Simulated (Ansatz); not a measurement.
## One input, then a changed one: LuBi

First run: DFT, LDA, all-electron LAPW, scalar-relativistic (Ansatz 0.2.0).

Command: `ansatz run input.yaml --threads 1 --pin off --max-ram 2048MiB --backend cpu --events-out ev --progress --plain --runs-dir out` It took 20 s on 1 thread of AMD EPYC 9B14 (Zen 4), on a shared host, peak memory 0.47 GiB.

```yaml
crystal:
  lattice:
    - [0.0, 2.9949162, 2.9949162]
    - [2.9949162, 0.0, 2.9949162]
    - [2.9949162, 2.9949162, 0.0]
  atoms:
    - { symbol: Lu, position: [0.5, 0.5, 0.5] }
    - { symbol: Bi, position: [0.0, 0.0, 0.0] }
kpoints:
  mp_grid: { grid: [10, 10, 10] }
  band_path:
    path:
      - [0.0, 0.0, 0.0]
      - [0.5, 0.0, 0.5]
      - [0.625, 0.25, 0.625]
      - [0.375, 0.375, 0.75]
      - [0.0, 0.0, 0.0]
      - [0.5, 0.5, 0.5]
      - [0.5, 0.25, 0.75]
      - [0.5, 0.0, 0.5]
    npoints: 6
scf:
  occupations: { method: fermi_dirac, width: 0.05 }
hamiltonian:
  xc: lda
  pseudopotentials: { kind: all_electron, lapw: { basis_error: 0.001 } }
output:
  forces: true
  stress: true
  eigenvalues: true
  populations: true
```

The base volume is that of a database entry, with shape and atoms relaxed on PAW files at held volume, so it needn't be at zero pressure; the structure needn't be the stable phase, at rest or compressed.

This run: volume at 0.9 of the series' base cell.

It converges in 11 SCF iterations at a pressure of 2.50 GPa.

The input is then changed:

```diff
 kpoints:
-  mp_grid: { grid: [10, 10, 10] }
+  mp_grid: { grid: [5, 5, 5] }
   band_path:
```

Problem. What does the second run give?

Solution. It converges in 8 SCF iterations at a pressure of 2.56 GPa, free energy +14.4 meV/atom against the first run's. Some of the changed settings are coarser than converged work would use. Results part of its log:
```
SCF 1 converged in 8 iterations: F = -981400.853120 eV  dr2 = 7.55e-10
NSCF: frozen V_eff on 43 k-points
SCF converged after 8 iterations
Free energy (F): -981400.853120 eV
Harris-Foulkes:  -981400.853120 eV  (|F-HF|=5.82e-10)
Internal energy: -981400.847001 eV  (E = F + TS)
E sigma→0 (E₀):  -981400.850060 eV
Entropy (-TS):   -0.006119 eV (-3.059 meV/atom)
Fermi energy:    16.834414 eV
--- Per-component energies (eV) ---
  E_band       = -4161.261379
  E_kinetic    = 1116609.905840
  E_xc         = -18463.595783
  E_electrostatic = -2079547.157058  (all electrons and nuclei)
  E_smearing   = -0.006119  (= −TS)
  E_closure    = 0.000000  (closes the sum)
  E_atoms      = -981389.639775  (free atoms, spherical and without spin; not in F)
[... lines left out ...]
  atom   2  Bi    -0.00000000     0.00000000    -0.00000000
  max |Σ_I F_I| component: 1.30e-30 eV/Å
--- Stress (GPa, compression-positive) ---
        2.560359      -0.000000       0.000000
       -0.000000       2.560359      -0.000000
        0.000000      -0.000000       2.560359
  P = ⅓ Tr σ = 2.5604 GPa (25.604 kbar)
--- Band table (eV; the first three rows and the last of 10) ---
  k-point 0: bands = ["-169.8144", "-169.8144", "-169.8144", "-169.8018", "-169.8018", "-135.3763", "-130.5994", "-130.5994", "-130.5994", "-130.5969", "-130.5969", "-130.5969", "-130.5938", "-73.4957", "-73.4957", "-73.4957", "-39.3905", "-10.0844", "-10.0844", "-10.0844", "-5.0072", "-5.0072", "-4.9285", "-4.9285", "-4.9285", "5.0192", "11.7489", "11.7489", "11.7489", "11.7647", "11.7981", "11.7981", "11.7981", "18.2873", "18.2873", "18.2873", "18.3351", "18.3351", "18.3351", "19.2785", "19.2785", "19.9749", "23.5043", "28.1755"]
  k-point 1: bands = ["-169.8144", "-169.8144", "-169.8144", "-169.8018", "-169.8018", "-135.3763", "-130.5994", "-130.5994", "-130.5994", "-130.5969", "-130.5969", "-130.5969", "-130.5938", "-73.4958", "-73.4957", "-73.4957", "-39.3899", "-10.1145", "-10.0970", "-10.0970", "-4.9843", "-4.9843", "-4.9235", "-4.9215", "-4.9215", "5.4585", "11.7428", "11.7626", "11.7626", "11.7701", "11.7918", "11.7918", "11.7986", "14.9905", "16.4837", "16.4837", "18.7152", "18.8747", "18.8747", "21.6354", "21.6354", "22.9203", "24.5849", "26.1657"]
  k-point 2: bands = ["-169.8144", "-169.8144", "-169.8144", "-169.8018", "-169.8018", "-135.3763", "-130.5994", "-130.5994", "-130.5994", "-130.5969", "-130.5969", "-130.5969", "-130.5938", "-73.4958", "-73.4957", "-73.4957", "-39.3890", "-10.1627", "-10.1173", "-10.1173", "-4.9473", "-4.9473", "-4.9152", "-4.9100", "-4.9100", "6.3905", "11.7484", "11.7793", "11.7802", "11.7802", "11.7917", "11.7917", "11.7993", "12.3819", "15.3180", "15.3180", "19.4079", "19.8753", "19.8753", "21.3652", "23.7832", "23.7832", "25.2819", "25.2819"]
  k-point 9: bands = ["-169.8144", "-169.8144", "-169.8144", "-169.8018", "-169.8018", "-135.3763", "-130.5994", "-130.5994", "-130.5994", "-130.5969", "-130.5969", "-130.5969", "-130.5938", "-73.4958", "-73.4958", "-73.4958", "-39.3886", "-10.1458", "-10.1251", "-10.1219", "-4.9937", "-4.9565", "-4.9222", "-4.9082", "-4.8971", "6.5065", "11.7626", "11.7725", "11.7797", "11.7833", "11.7864", "11.7892", "11.7997", "13.3720", "14.6383", "15.0257", "19.0505", "19.5345", "20.5263", "21.0207", "21.9171", "23.6012", "26.0660", "26.4482"]
--- Löwdin populations: 2 sites ---
  site symbol       q [e]
     0     Lu     70.7249
     1     Bi     83.2347
  spilling = 0.000262 (of n_electrons = 154.000000)
```
